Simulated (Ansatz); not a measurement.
W:
```cif
data_W2
_chemical_formula_sum 'W2'
_space_group_name_H-M_alt 'Im-3m'
_space_group_IT_number 229
_space_group_name_Hall '-I 4 2 3'
_cell_length_a 3.18357
_cell_length_b 3.18357
_cell_length_c 3.18357
_cell_angle_alpha 90.000
_cell_angle_beta 90.000
_cell_angle_gamma 90.000
loop_
_atom_site_label
_atom_site_type_symbol
_atom_site_symmetry_multiplicity
_atom_site_Wyckoff_symbol
_atom_site_fract_x
_atom_site_fract_y
_atom_site_fract_z
_atom_site_occupancy
W1 W 2 a 0.00000 0.00000 0.00000 1
```
(The calculation used a cell of 1 atom; values per cell refer to that cell.)

Relaxed with PBE.

Question: Which orbitals make up the states near the Fermi level in plane-wave PAW PBE (Ansatz code)?

Answer: Within 0.5 eV of the Fermi level: W 5d 87 %, outside the projected shells 9 %. Projections are on Löwdin-orthogonalised atomic valence shells; empty p or d shells of many metals are not among them.

Question: Tabulate the density of states.

Answer: States/eV per cell of 1 atom, in 0.25 eV bins, energy from the Fermi level.

```csv
E (eV),total,W 5d,W 6s,W 5p
-7.85,0.09,0.00,0.08,0.00
-7.60,0.11,0.01,0.09,0.00
-7.35,0.12,0.01,0.10,0.00
-7.10,0.14,0.02,0.12,0.00
-6.85,0.16,0.03,0.13,0.00
-6.60,0.20,0.04,0.14,0.01
-6.35,0.26,0.08,0.17,0.01
-6.10,0.55,0.31,0.23,0.01
-5.85,0.63,0.39,0.22,0.01
-5.60,0.70,0.47,0.21,0.01
-5.35,0.78,0.57,0.19,0.01
-5.10,0.86,0.67,0.17,0.01
-4.85,1.02,0.84,0.15,0.01
-4.60,1.16,0.99,0.14,0.02
-4.35,0.90,0.79,0.09,0.01
-4.10,0.49,0.45,0.03,0.01
-3.85,0.36,0.34,0.01,0.00
-3.60,0.53,0.51,0.01,0.01
-3.35,1.74,1.69,0.01,0.02
-3.10,1.97,1.91,0.02,0.02
-2.85,1.27,1.21,0.03,0.01
-2.60,1.11,1.04,0.04,0.01
-2.35,1.14,1.03,0.06,0.01
-2.10,1.71,1.49,0.14,0.02
-1.85,1.71,1.47,0.16,0.02
-1.60,1.14,0.99,0.09,0.01
-1.35,0.88,0.76,0.06,0.01
-1.10,0.46,0.36,0.05,0.01
-0.85,0.39,0.30,0.04,0.00
-0.60,0.37,0.29,0.03,0.00
-0.35,0.37,0.30,0.02,0.00
-0.10,0.39,0.32,0.02,0.00
0.15,0.53,0.47,0.02,0.00
0.40,0.69,0.64,0.02,0.00
0.65,0.72,0.69,0.02,0.00
0.90,0.77,0.74,0.02,0.00
1.15,0.87,0.83,0.02,0.00
1.40,1.01,0.97,0.02,0.00
1.65,1.09,1.05,0.01,0.00
1.90,1.11,1.07,0.01,0.00
2.15,1.23,1.19,0.01,0.00
2.40,1.11,1.09,0.01,0.00
2.65,1.21,1.17,0.02,0.00
2.90,1.92,1.84,0.06,0.00
3.15,2.48,2.32,0.12,0.00
3.40,1.09,0.88,0.15,0.00
3.65,0.74,0.56,0.12,0.00
3.90,0.59,0.44,0.10,0.00
4.15,0.53,0.39,0.08,0.00
4.40,0.49,0.36,0.08,0.00
4.65,0.47,0.34,0.07,0.00
```

Symmetry was held in the PBE relaxation. No spin polarisation was allowed. Scalar-relativistic: spin–orbit coupling is off unless named, which matters more the heavier the elements.

Potentials: the later of the program's two PAW sets.
